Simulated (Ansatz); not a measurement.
Theory: DFT PBE, scalar-relativistic, plane waves, PAW in Ansatz 0.2.0. Settings: cutoff 420 eV, Γ-centred meshes spaced at most about 0.3 Å⁻¹, and about 0.25 Å⁻¹ or finer for metals (2π included), Gaussian smearing. No spin polarisation in the final relaxations.

Temperature and zero-point effects are left out.

Compare these two cells of YbTi3, each relaxed at this level.

A.

```
Yb Ti
1.0
     6.23315    0.00000    0.00000
    -3.11657    5.39806    0.00000
     0.00000    0.00000    4.81285
Yb Ti
2 6
Direct
  0.66667 0.33333 0.75000
  0.33333 0.66667 0.25000
  0.15352 0.30703 0.75000
  0.84648 0.15352 0.25000
  0.84648 0.69297 0.25000
  0.15352 0.84648 0.75000
  0.69297 0.84648 0.75000
  0.30703 0.15352 0.25000
```

B.

```
Yb Ti
1.0
     4.29303    0.00000    0.00000
     0.00000    4.29303    0.00000
     0.00000    0.00000    4.29303
Yb Ti
1 3
Direct
  0.00000 0.00000 0.00000
  0.00000 0.50000 0.50000
  0.50000 0.00000 0.50000
  0.50000 0.50000 0.00000
```

Question: Which form is favoured at zero pressure, and by what margin per atom?

Answer: A is lower, by 81 meV/atom. A has the Ni3Sn (D0_19) type, space group P6_3/mmc (No. 194), 20.2 Å³/atom and no gap on its mesh; B has the Cu3Au (L1_2) type, space group Pm-3m (No. 221), 19.8 Å³/atom and no gap. Even the lower one lies +0.24 eV/atom against the reference forms of the elements (uncorrected), so neither is stable at this level. In A, Yb has 12 Ti at 3.09–3.12 Å; Ti has 6 Ti at 2.87–2.92 Å, 4 Yb at 3.09–3.12 Å and 2 Ti at 3.36 Å. In B, Yb has 12 Ti at 3.04 Å; Ti has 4 Yb at 3.04 Å and 8 Ti at 3.04 Å. Both come from invented guesses.

A magnetic state wasn't ruled out in cells without spin, among them Pm-3m. The 4f shell of Yb is treated without a Hubbard U. Trial moments died out on the coarse mesh in P6_3/mmc; another magnetic start might hold. Cells relaxed within their symmetry can be saddle points.
